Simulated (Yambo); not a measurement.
RbCl (space group P4/mmm, No. 123) under biaxial strain of -1 % along x and y, z relaxed; a = b = 3.847 Å, c = 3.901 Å, α = β = γ = 90.00°. With the G0W0 scissor the direct gap on the mesh is 7.98 eV. Axes are Cartesian, with cell vectors (Å) (3.85, 0.00, 0.00), (0.00, 3.85, 0.00), (0.00, 0.00, 3.90).

Problem. Does this run resolve the lowest exciton, and if so, what are its energy and binding? (Yambo, PBEsol bands; 8×8×8 mesh, 3 valence and 3 conduction bands, static screening with 30 bands and a 4 Ry block, scissor 2.90 eV, Tamm-Dancoff.)

Solution. No. The lowest state covers only about 4 of the 512 k points, so the mesh doesn't resolve it: its energy and its distance from the direct gap are mesh artefacts. An extended exciton needs a far denser mesh. The scissor comes from a G0W0 run whose convergence isn't established. 

This is not the ordinary phase of the substance.
